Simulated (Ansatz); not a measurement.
MgO (rock salt)

```
CELL_PARAMETERS angstrom
      0.00000     2.12722     2.12722
      2.12722     0.00000     2.12722
      2.12722     2.12722     0.00000
ATOMIC_POSITIONS crystal
  O  0.00000 0.00000 0.00000
  Mg 0.50000 0.50000 0.50000
```

The slice is a {110} plane (indices of the conventional cell) through the point (0.000, 0.000, 0.000) (fractional), spanned by u = [100] and v = [1 -1 -1] in vectors of this cell: u (3.01 Å) and v (4.25 Å, at 90° to u). It covers one period; positions are fractions (u, v).

Level of theory: PBE (plane waves to 420 eV, PAW, scalar-relativistic; Ansatz, a quantum-chemistry and plane-wave program). k mesh 13×13×13. These are valence fields of a PAW run, semicore shells included where kept as valence: close to a nucleus they are smooth pseudo fields. MgO was relaxed with its symmetry unable to fall. The PAW data are Ansatz's earlier set.

### Question
Around which element is the density of the highest valence band (whole band, smooth part) largest on this plane?

### Answer
O. Mean over a disc round each atom, of radius 0.45 times the shortest bond: O 0.325, Mg 0.011 e/Å³.

### Question
Around which element is the density of the lowest conduction band (whole band as if filled, smooth part) largest on this plane?

### Answer
O. Mean over a disc round each atom, of radius 0.45 times the shortest bond: O 0.175, Mg 0.054 e/Å³.

### Question
What is the valence density on the shortest O–Mg line in this plane (2.13 Å), at its minimum between the atoms?

### Answer
0.23 e/Å³.

### Question
Predict the map of the electrostatic potential energy of an electron, from the cell's mean on the slice.

### Answer
```
|xxxxx98889xxxx|
|xxxx9998999xxx|
|xxx999999999xx|
|xx89999999997x|
|45678999998765|
|xx14689998641x|
|xxx046898640xx|
|xxxx1588851xxx|
|xxxxx47874xxxx|
|xxxxx47874xxxx|
|xxxxx47874xxxx|
|xxxx1588851xxx|
|xxx046898640xx|
|xx14689998641x|
|45678999998765|
|xx79999999998x|
|xxx999999999xx|
|xxxx9998999xxx|
|xxxxx98889xxxx|
|xxxxx98889xxxx|
```
Scale: ten equal steps from 1.00 (start of '0') to 9.62 (end of '9'), in the order '0123456789'. Values: electrostatic potential energy of an electron, from the cell's mean, in eV. The map has 14 points along u (one character each, u = 0 at the left) and 20 along v (v = 0 in the bottom row). Points within 0.9 Å of a nucleus are blanked (x), as the pseudised field means little there. Values under 1 eV are set to 1. The zero, the cell's mean, hangs on the PAW cores.
